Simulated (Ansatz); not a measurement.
The relaxed structure here is a generated cell of Bi: the first start was made by placing the elements on the sites of a structure type, and the end was not matched to a known phase here, so it may be hypothetical. Known forms of Bi include space group No. 166.

A relaxed cell of Bi (P6₃/mmc (No. 194)), relaxed on a k-mesh at least as fine as the one used below. Method: PBE (plane waves to 420 eV, PAW, scalar-relativistic; Ansatz, a program for electronic structure). Γ-centred k-mesh 7×4×5 on the run's cell (coarser than for final values), Fermi–Dirac smearing 0.05 eV.

```yaml
crystal:
  lattice:
    - [5.43585, 0.00000, 0.00000]
    - [-5.43585, 9.41516, 0.00000]
    - [0.00000, 0.00000, 7.20709]
  atoms:
    - { symbol: Bi, position: [0.33333, 0.33333, 0.03720] }
    - { symbol: Bi, position: [0.33333, 0.83333, 0.03720] }
    - { symbol: Bi, position: [0.66667, 0.16667, 0.53720] }
    - { symbol: Bi, position: [0.66667, 0.66667, 0.53720] }
    - { symbol: Bi, position: [0.66667, 0.16667, 0.96280] }
    - { symbol: Bi, position: [0.66667, 0.66667, 0.96280] }
    - { symbol: Bi, position: [0.33333, 0.33333, 0.46280] }
    - { symbol: Bi, position: [0.33333, 0.83333, 0.46280] }
```

The atoms are displaced by (Å):

| atom | ux | uy | uz |
|---|---|---|---|
| Bi1 | -0.011 | 0.016 | -0.172 |
| Bi2 | 0.060 | -0.081 | 0.078 |
| Bi3 | -0.104 | 0.027 | 0.013 |
| Bi4 | 0.071 | 0.072 | 0.021 |
| Bi5 | 0.060 | 0.035 | 0.035 |
| Bi6 | 0.175 | -0.071 | -0.092 |
| Bi7 | -0.023 | -0.018 | 0.085 |
| Bi8 | 0.024 | -0.032 | 0.029 |

Task: What forces (eV/Å) and pressure result?

Result: 
| atom | Fx | Fy | Fz |
|---|---|---|---|
| Bi1 | 0.37 | -0.17 | 0.69 |
| Bi2 | 0.41 | 0.21 | -0.31 |
| Bi3 | 0.32 | -0.26 | 0.09 |
| Bi4 | -0.13 | -0.38 | -0.52 |
| Bi5 | -0.38 | -0.36 | -0.14 |
| Bi6 | -0.42 | 0.32 | 0.63 |
| Bi7 | -0.26 | 0.35 | -0.58 |
| Bi8 | 0.09 | 0.29 | 0.14 |

Pressure +0.1 GPa.

Task: Estimate the energy cost of the displacement in the harmonic approximation and compare with the calculation.

Result: For a harmonic well ΔE = −½ Σ F·u = 0.238 eV a cell, or 30 meV/atom. The calculated energy relative to the undisplaced cell is +0.03 eV/atom, so the harmonic estimate holds well.

The undisplaced cell is probably no minimum: from this displacement the run went on to R-3m (No. 166), 0.08 eV/atom below it.

No spin polarisation in the result.
